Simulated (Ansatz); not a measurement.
**TiAl (P-6m2), axial (c/a) deformation path**

These are results of DFT r2SCAN, scalar-relativistic, plane waves, PAW in Ansatz 0.2.0, not measurements. The runs took a 500 eV cutoff, a Γ-centred 24×24×12 mesh and Gaussian smearing (0.15 eV). No spin polarisation. Energies are free energies at this smearing, counted from the undisturbed cell; pressure is positive in compression.

The undisturbed cell (as given, not relaxed at this level; it stands at -1.1 GPa, and it needn't be the usual structure):

```
CELL_PARAMETERS angstrom
2.86726 0.00000 0.00000
-1.43363 2.48312 0.00000
0.00000 0.00000 4.67808
ATOMIC_POSITIONS crystal
Ti 0.00000 0.00000 0.00000
Al 0.33333 0.66667 0.50000
```

At fixed volume and fractional coordinates, lengths along (0.000, 0.000, 1.000) are scaled against those across it; ρ is that ratio over its starting value. The cell is metallic on the mesh throughout.

| ρ | ΔE (meV/atom) |
| --- | --- |
| 0.800 | 198.6 |
| 0.850 | 103.5 |
| 0.920 | 23.2 |
| 0.960 | 3.2 |
| 1.000 | 0.0 |
| 1.050 | 19.4 |
| 1.100 | 65.0 |
| 1.200 | 228.3 |
| 1.300 | 458.3 |

Predict the pressure (GPa) at each point.

| ρ | pressure (GPa) |
| --- | --- |
| 0.800 | 3.9 |
| 0.850 | 2.3 |
| 0.920 | 0.3 |
| 0.960 | -0.5 |
| 1.000 | -1.1 |
| 1.050 | -1.4 |
| 1.100 | -1.1 |
| 1.200 | 0.8 |
| 1.300 | 4.2 |